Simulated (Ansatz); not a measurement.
**O-17 NMR of the central transition in HfSiO4**

Cell: an entry of the Crystallography Open Database (COD).

Space group I4_1/amd:1 (No. 141); a = 6.5725, c = 5.9632 Å.

```
site  Wyckoff  site symmetry       x       y       z
  Hf       4a           -4m2  0.0000  0.5000  0.2500
  Si       4b           -4m2  0.5000  0.0000  0.2500
   O      16h            .m.  0.5000  0.3155  0.8198
```

One atom of each set is listed; the run and its k-mesh use a cell of 12 atoms with edges of 5.52, 5.52, 5.52 Å.

All values are calculated (Ansatz; DFT, PBE, plane waves and PAW, scalar-relativistic, 420 eV cutoff, Γ-centred 5×5×5 k-points, Fermi–Dirac smearing 0.02 eV), not measured.

O-17 has I = 5/2 and Q = -25.58 mb (Pyykkö 2018); at 14.1 T its Larmor frequency is ν₀ = 81.4 MHz. Only the quadrupole interaction is simulated: positions count from each site's isotropic chemical shift, and J coupling is left out, as are shift anisotropy and dipolar coupling, which fast spinning averages.

Question: Simulate the second-order pattern (fast magic-angle spinning, Gaussian broadening 0.07 kHz) of site O (1 Si at 1.62 Å, 2 Hf at 2.11–2.26 Å).

Answer: The calculation gives C_Q = -2.90 MHz and η = 0.87, so ν_Q = 0.435 MHz and the centre of gravity lies at -9.53 ppm (-0.776 kHz).

(offset (kHz), height): (-1.845, 0), (-1.795, 0), (-1.745, 4), (-1.695, 8), (-1.645, 13), (-1.594, 18), (-1.544, 19), (-1.494, 20), (-1.444, 20), (-1.394, 21), (-1.344, 22), (-1.294, 23), (-1.244, 24), (-1.194, 26), (-1.143, 27), (-1.093, 29), (-1.043, 32), (-0.993, 46), (-0.943, 77), (-0.893, 100), (-0.843, 97), (-0.793, 96), (-0.743, 85), (-0.692, 68), (-0.642, 58), (-0.592, 52), (-0.542, 47), (-0.492, 44), (-0.442, 41), (-0.392, 38), (-0.342, 36), (-0.291, 34), (-0.241, 33), (-0.191, 31), (-0.141, 30), (-0.091, 29), (-0.041, 24), (0.009, 10), (0.059, 1), (0.109, 0)

At this cell the PBE pressure is 7 GPa, so with PBE the cell would grow if it were relaxed. The largest force is 0.3 eV/Å, so the atoms aren't at the calculated equilibrium and relaxing them would move these values. Without spin–orbit coupling the gradients at and beside Hf can be off by some per cent, at some sites by more.

Hardware: 1 thread of Intel Xeon 6975P-C (Granite Rapids) (x86_64; 16 cores open to the job, memory cap 2.5 GiB, no GPU), a shared host with a load of 0.3 a core. Wall time 7.8 s, CPU time 7.8 s, peak memory 0.67 GiB.
